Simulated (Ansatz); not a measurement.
ZnCu2GeS4:
```yaml
crystal:
  lattice:
    - [-2.63352, 2.63352, 5.24167]
    - [2.63352, -2.63352, 5.24167]
    - [2.63352, 2.63352, -5.24167]
  atoms:
    - { symbol: Cu, position: [0.00000, 0.00000, 0.00000] }
    - { symbol: Cu, position: [0.75000, 0.25000, 0.50000] }
    - { symbol: Zn, position: [0.25000, 0.75000, 0.50000] }
    - { symbol: Ge, position: [0.50000, 0.50000, 0.00000] }
    - { symbol: S, position: [0.63044, 0.62067, 0.49846] }
    - { symbol: S, position: [0.12222, 0.13199, 0.50154] }
    - { symbol: S, position: [0.37933, 0.87778, 0.00977] }
    - { symbol: S, position: [0.86801, 0.36956, 0.99023] }
```

Relaxed with PBEsol.

Q: Give the Bader charges and basin volumes of the independent atoms, PBEsol in the plane-wave PAW code Ansatz.

A: 

```csv
atom,Bader charge (e),Bader volume (Å³)
Cu1,+0.47,13.9
Cu2,+0.46,13.7
Zn3,+0.84,13.3
Ge4,+1.23,13.9
S5,-0.75,22.6
```

Space group I-4. Symmetry was held in the PBEsol relaxation. The run is not spin-polarised.

Potentials: the later of the program's two PAW sets.
